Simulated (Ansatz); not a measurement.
Co in space group Fd-3m (No. 227; Co on 8a, Co on 16d) under volume change, DFT-PBEsol in the program Ansatz with PAW potentials, scaled uniformly.

```json
[
 {"V (Å³/atom)": "10.005", "E − E(relaxed) (meV/atom)": "69.4", "P (GPa)": "23.85"},
 {"V (Å³/atom)": "10.335", "E − E(relaxed) (meV/atom)": "29.6", "P (GPa)": "15.05"},
 {"V (Å³/atom)": "10.665", "E − E(relaxed) (meV/atom)": "7.0", "P (GPa)": "7.02"},
 {"V (Å³/atom)": "10.995", "E − E(relaxed) (meV/atom)": "0.0", "P (GPa)": "0.00"},
 {"V (Å³/atom)": "11.324", "E − E(relaxed) (meV/atom)": "6.4", "P (GPa)": "-6.00"},
 {"V (Å³/atom)": "11.654", "E − E(relaxed) (meV/atom)": "24.2", "P (GPa)": "-11.15"},
 {"V (Å³/atom)": "11.984", "E − E(relaxed) (meV/atom)": "51.8", "P (GPa)": "-15.56"}
]
```

Problem. What does a third-order Birch–Murnaghan fit give for V₀, B₀ and B′?

Solution. V₀ = 11.00 Å³/atom, B₀ = 213 GPa, B′ = 3.6.

The first step of the workflow began from a Materials Project structure, measured or hypothetical; the Crystallography Open Database copy checked does not list it. It is not the phase usual at ambient conditions (space group No. 194). Symmetry was held in the PBEsol relaxation; whether a distortion lowers the energy is not shown. Magnetic state: ferromagnetic, chosen from 4 collinear starts compared on coarse meshes (ties went to the first, and starts can fall back to one state), not a proven ground state.

Potentials: the later of the program's two PAW sets.
